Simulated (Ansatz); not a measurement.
Method: Ansatz 0.2.0, DFT PBE, scalar-relativistic, plane waves, PAW. Settings: cutoff 420 eV, Γ-centred meshes spaced at most about 0.3 Å⁻¹, and about 0.25 Å⁻¹ or finer for metals (2π included), Gaussian smearing. No spin polarisation in the final relaxations.

Temperature and zero-point effects are left out.

Two forms of InGa3P2 were relaxed alike.

A.

```cif
data_structure
_symmetry_space_group_name_H-M 'P4mm'
_symmetry_Int_Tables_number 99
_cell_length_a 4.7997
_cell_length_b 4.7997
_cell_length_c 6.0045
_cell_angle_alpha 90.000
_cell_angle_beta 90.000
_cell_angle_gamma 90.000
_cell_volume 138.33
loop_
_atom_site_label
_atom_site_type_symbol
_atom_site_symmetry_multiplicity
_atom_site_Wyckoff_symbol
_atom_site_fract_x
_atom_site_fract_y
_atom_site_fract_z
_atom_site_occupancy
In1 In 1 a 0.00000 0.00000 0.66508 1
Ga1 Ga 2 c 0.00000 0.50000 0.98036 1
Ga2 Ga 1 a 0.00000 0.00000 0.20518 1
P1 P 1 b 0.50000 0.50000 0.15610 1
P2 P 1 b 0.50000 0.50000 0.77814 1
```

B.

```cif
data_structure
_symmetry_space_group_name_H-M 'Fmmm'
_symmetry_Int_Tables_number 69
_cell_length_a 7.2090
_cell_length_b 7.3136
_cell_length_c 9.5338
_cell_angle_alpha 90.000
_cell_angle_beta 90.000
_cell_angle_gamma 90.000
_cell_volume 502.66
loop_
_atom_site_label
_atom_site_type_symbol
_atom_site_symmetry_multiplicity
_atom_site_Wyckoff_symbol
_atom_site_fract_x
_atom_site_fract_y
_atom_site_fract_z
_atom_site_occupancy
In1 In 4 b 0.50000 0.00000 0.00000 1
Ga1 Ga 8 c 0.00000 0.75000 0.25000 1
Ga2 Ga 4 a 0.00000 0.00000 0.00000 1
P1 P 8 d 0.25000 0.00000 0.25000 1
```

Question: Which form is favoured at zero pressure, and by what margin per atom?

Answer: B is lower, by 85 meV/atom. A has space group P4mm (No. 99), 23.1 Å³/atom and no gap on its mesh; B has space group Fmmm (No. 69), 20.9 Å³/atom and no gap. Counting P atoms around Ga and In (those within 1.25 times the shortest such distance or 1.15 times the sum of covalent radii; a plus sign parts nearer from farther groups; the shortest distance is added where it is long for a bond; a slash parts the counts of unlike sites), A has In 4 from 3.5 Å, Ga 4/4+4 from 3.4 Å and B has In 4 from 3.0 Å, Ga 4/4 from 3.0 Å. A holds P–P pairs (shortest 2.27 Å); in B the shortest P–P distance is 3.60 Å. The denser one is the lower, and pressure would at first widen the difference. Even the lower one lies +0.11 eV/atom against the reference forms of the elements (uncorrected), so neither is stable at this level. Both come from invented guesses.

Cells relaxed within their symmetry can be saddle points.
